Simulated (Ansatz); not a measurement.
This cell of ZnS (wurtzite) is off equilibrium:

```
ZnS
1.0
    3.78216     0.00000     0.00000
   -1.89108     3.27544     0.00000
    0.00000     0.00000     6.20766
Zn S
2 2
Cartesian
  1.89108   1.09181   6.20565
  0.00000   2.18363   3.10182
  1.89108   1.09181   3.88304
 -0.56000   2.18363   0.77921
```

These are PBEsol (plane waves to 420 eV, PAW, scalar-relativistic; Ansatz, an electronic-structure program) values and carry that method's errors. k mesh 8×8×5 (Γ-centred), Fermi-Dirac smearing 0.05 eV. Energies are smeared free energies. Stress and pressure are positive under compression. ZnS was relaxed with its symmetry unable to fall.

What forces act on the atoms (eV/Å, Cartesian)?


```
atom      Fx      Fy      Fz
----  ------  ------  ------
Zn1   -4.960  -3.841  -2.449
Zn2   -0.172  -0.024  -0.215
S3    -0.314  -0.106  -0.093
S4     5.446   3.970   2.758
```

What is the stress tensor (GPa)?


```
   10.4     10.9      7.1
   10.9      6.5      6.1
    7.1      6.1      3.2
```
The pressure, a third of the trace, is 6.7 GPa.

In it atom 4 sits (-0.560, 0.000, 0.000) Å away from its relaxed site. What is its energy relative to the relaxed cell?

1302 meV/cell.

(For displaced atoms, the force is minus the slope of the energy, and its curvature is a force constant, which sets phonon frequencies.)
